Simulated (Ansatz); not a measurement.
Single point in Ansatz 0.2.0 with HSE06, no spin polarisation. Cutoff 420 eV, PAW datasets, 2×2×1 Γ-centred k mesh, cold filling (width 0.1349 eV).

Computed maps in the lattice plane spanned by a (left to right, 4.08 Å, 12 points from zero) and c (bottom to top, 6.75 Å, 20 points from zero), 90° apart, at height 0.333 along b. The fields are smooth PAW ones with compensation charges, not the true ones near nuclei.

Valence density. Digits on a logarithmic scale: 0 up to 0.03 e/Å³, each further digit a factor of 1.6, 9 from 1.3 e/Å³ up:
```
334444433444
345666543333
457888754323
468888864323
578707875333
568878865434
457888754444
446676644444
344565443333
345787543333
347999743333
459999954333
459999954444
557999755555
545676545555
443444344555
432222234454
321111123444
321111123454
322222223454
```

ELF. Ten even steps from '0' (0.00) to '9' (0.88):
```
004777400121
038999830000
279999972000
599737995101
599202995111
489515984111
279989972111
147888741111
122222221111
111111111111
111242111111
112696211333
212696212565
411232114777
521121125888
521121125777
211111112333
000010000111
000010000111
001232100232
```

Q: The cell is SrCu2S2. Which atoms lie within 0.2 Å of this plane, and where (fractions of a and c)?

A: Cu at (0.33, 0.38), S at (0.33, 0.75). The whole cell:
```
CELL_PARAMETERS angstrom
2.03782 3.52961 0.00000
-2.03782 3.52961 0.00000
0.00000 0.00000 6.74758
ATOMIC_POSITIONS crystal
Cu 0.33330 0.33340 0.37649
Cu 0.66670 0.66660 0.62351
Sr 0.00000 0.00000 0.00000
S 0.33330 0.33340 0.74630
S 0.66670 0.66660 0.25370
```

Origin: a known structure type with other elements, at an estimated volume, so it need not be a known compound. Caveats: hybrid functional on a coarse k mesh.
